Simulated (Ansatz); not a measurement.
Density of states of P (Cmce, a = 3.323 Å, b = 10.195 Å, c = 4.165 Å, α = 90.00°, β = 90.00°, γ = 90.00°), in states per eV and primitive cell, averaged over bins of 0.5 eV. All numbers below come from DFT PBE+D3(BJ), scalar-relativistic, plane waves, PAW in Ansatz 0.2.0.

Settings: cutoff 420 eV, Γ-centred mesh 14×14×10 on the computed 4-atom cell, Gaussian smearing of 0.10 eV; no spin polarisation.

The cell is relaxed at this level. The states (both spins) are summed by tetrahedra on a 21×21×15 mesh at the self-consistent density. Energies are bin centres; the table starts no lower than −8 eV and ends at 6 eV, or lower where the solved bands end.

It is a metal at this level.

| E − E_F (eV) | total | P 3p | P 3s |
| --- | --- | --- | --- |
| -7.80 | 0.48 | 0.24 | 0.24 |
| -7.30 | 0.67 | 0.47 | 0.19 |
| -6.80 | 1.15 | 0.99 | 0.15 |
| -6.30 | 1.56 | 1.37 | 0.17 |
| -5.80 | 2.16 | 1.88 | 0.25 |
| -5.30 | 2.27 | 1.94 | 0.30 |
| -4.80 | 1.73 | 1.44 | 0.26 |
| -4.30 | 1.99 | 1.73 | 0.23 |
| -3.80 | 2.08 | 1.82 | 0.22 |
| -3.30 | 2.45 | 2.14 | 0.25 |
| -2.80 | 2.08 | 1.79 | 0.22 |
| -2.30 | 2.03 | 1.68 | 0.28 |
| -1.80 | 2.25 | 1.82 | 0.36 |
| -1.30 | 1.59 | 1.30 | 0.24 |
| -0.80 | 0.77 | 0.63 | 0.11 |
| -0.30 | 0.33 | 0.27 | 0.05 |
| 0.20 | 0.36 | 0.28 | 0.05 |
| 0.70 | 1.25 | 0.90 | 0.20 |
| 1.20 | 1.94 | 1.35 | 0.29 |
| 1.70 | 2.90 | 2.03 | 0.39 |
| 2.20 | 3.16 | 2.33 | 0.31 |
| 2.70 | 2.83 | 2.08 | 0.23 |
| 3.20 | 2.39 | 1.74 | 0.18 |
| 3.70 | 2.65 | 1.84 | 0.18 |
| 4.20 | 2.18 | 1.46 | 0.14 |
| 4.70 | 2.03 | 1.18 | 0.12 |
| 5.20 | 1.59 | 0.74 | 0.08 |
| 5.70 | 1.47 | 0.56 | 0.07 |

The columns after the total are the Löwdin projections on the occupied valence shells of the potentials. The rest of the total lies in shells that are empty in the free atom, which aren't projected, and between the atoms.